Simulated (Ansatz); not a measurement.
# Computed properties of Cl

Cl:
```
CELL_PARAMETERS angstrom
     -1.74705     1.74705     1.74705
      1.74705    -1.74705     1.74705
      1.74705     1.74705    -1.74705
ATOMIC_POSITIONS crystal
  Cl 0.00000 0.00000 0.00000
```

Space group Im-3m (No. 229), bcc (W type); conventional cell a = b = c = 3.494 Å, α = β = γ = 90.00°.

Method: plane-wave PAW PBE (Ansatz code). Geometry: relaxed at this level of theory. Other levels are named where they apply.

Cell and energy:

```
Quantity              Value
---------------  ----------
Volume per atom    21.33 Å³
Density          2.76 g/cm³
```

Electronic structure:

```
Item                                                                        Value
------------------------------------  -------------------------------------------
Electronic character                                            metallic (no gap)
Density of states at the Fermi level  2.5 states/eV per atom (mean over ±0.08 eV)
```

Mechanics:

```
Item                                   Value
----------------------------------  --------
Bulk modulus (Birch–Murnaghan fit)  31.9 GPa
Pressure derivative B′                   5.3
```

The cell is a constructed one: a structure type filled with these elements; neither database checked (COD, Materials Project) lists it. It is not the usual solid phase (space group No. 64). Symmetry was held in the PBE relaxation; whether a distortion lowers the energy is not shown. The substance is a gas or liquid at ambient conditions. With an odd number of electrons in the cell and no spin polarisation, the count alone makes it a metal.

Potentials: the later of the program's two PAW sets.
